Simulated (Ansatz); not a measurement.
**GeCl3, a known structure type with other elements, at an estimated volume**

```yaml
crystal:
  lattice:
    - [3.62793, 6.28376, 0.00000]
    - [-3.62793, 6.28376, 0.00000]
    - [0.00000, 0.00000, 4.11779]
  atoms:
    - { symbol: Ge, position: [0.33330, 0.33340, 0.25000] }
    - { symbol: Ge, position: [0.66660, 0.66670, 0.75000] }
    - { symbol: Cl, position: [0.38820, 0.91360, 0.25000] }
    - { symbol: Cl, position: [0.08640, 0.30180, 0.75000] }
    - { symbol: Cl, position: [0.69820, 0.38820, 0.25000] }
    - { symbol: Cl, position: [0.61180, 0.08640, 0.75000] }
    - { symbol: Cl, position: [0.91360, 0.69820, 0.25000] }
    - { symbol: Cl, position: [0.30180, 0.61180, 0.75000] }
```

Level: PBE, no spin polarisation; 420 eV; 6×6×8 Γ-centred mesh; fermi-dirac occupations (width 0.1 eV); Ansatz 0.2.0, fixed geometry.

- Charges: Bader charges in e: Ge +1.22, Cl -0.41. In the mean Ge gives up most and Cl takes most.
- Formation energy: -0.33 eV an atom against the elements' usual phases (free molecules for gases, crystals otherwise, with no correction for O₂ or N₂), so it is bound against them; other compounds may still compete. Relaxing would lower it.
- Forces: The largest is on Cl3 (and as large on other atoms): 0.23 eV/Å, components (0.17, -0.15, 0.00). It makes 62° with the line to a nearest neighbour, Ge2 at 2.81 Å.
- Electronic structure: It is a metal, with about 10 states/eV a cell as the mean within 0.25 eV of the Fermi level, mostly Cl p (89 %).

Origin: a known structure type with other elements, at an estimated volume, so it need not be a known compound. Caveats: many states at the Fermi level without spin polarisation, so a magnetic state may lie lower.
